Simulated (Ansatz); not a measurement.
## MgCd₃Se₄ (P-43m) at 2 levels of theory

One geometry, relaxed with PBE; plane waves with PAW potentials in Ansatz, scalar-relativistic. No spin polarisation. Gaps are the least over mesh and band path; pressure is positive in compression.

```
Mg Cd Se
1.0
     6.14276    0.00000    0.00000
     0.00000    6.14276    0.00000
     0.00000    0.00000    6.14276
Mg Cd Se
1 3 4
Direct
  0.00000 0.00000 0.00000
  0.00000 0.50000 0.50000
  0.50000 0.00000 0.50000
  0.50000 0.50000 0.00000
  0.75532 0.75532 0.24468
  0.75532 0.24468 0.75532
  0.24468 0.75532 0.75532
  0.24468 0.24468 0.24468
```

```
level  cutoff (eV)  k mesh  gap (eV)  pressure (GPa)
  PBE          420   6×6×6      0.99             0.0
```

Problem. What comes out on the same cell with LDA?

Solution.
```csv
level,cutoff (eV),k mesh,gap (eV),pressure (GPa)
LDA,420,6×6×6,0.73,-3.9
```

It was reached by relaxing an invented guess, and it needn't be the stable form of this composition.
